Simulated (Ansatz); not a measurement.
SnAs (Fm-3m): the size of the finite step

```xyz
2
Lattice="0.0000 2.8350 2.8350 2.8350 0.0000 2.8350 2.8350 2.8350 0.0000" Properties=species:S:1:pos:R:3 pbc="T T T"
Sn    0.0000    0.0000    0.0000
As    2.8350    2.8350    2.8350
```

The conventional cell has a = 5.670 Å, b = 5.670 Å, c = 5.670 Å, α = 90.00°, β = 90.00°, γ = 90.00°. Around Sn (atom 1) lie 6 As at 2.83 Å. As (atom 2) is surrounded by 6 Sn at 2.83 Å.

Unless marked otherwise, the numbers come from LDA, PAW on Ansatz 0.2.0's default frozen-core files (fitted under PBE), scalar-relativistic. k mesh 12×12×12, strains of ±0.005, Fermi-Dirac smearing of 0.100 eV, cutoff 420 eV. The cell was relaxed by PAW under this functional.

(1) Elastic constants come from stresses at strains of ±0.005 (two-point stencil): C11 = 173.8, C12 = 28.6, C44 = 33.8 GPa. What does an amplitude of 0.0002 give?

## Answers

(1) C11 = 173.6, C12 = 28.5, C44 = 33.8 GPa. Nothing moves by 1 %. Steps under 0.001 aren't safe in general, since the basis can change from cell to cell and the noise grows as 1/δ.

Caveats: frozen-core PAW files fitted under PBE, their cores solved anew for the functional of the run; responses of metals move with mesh and smearing.
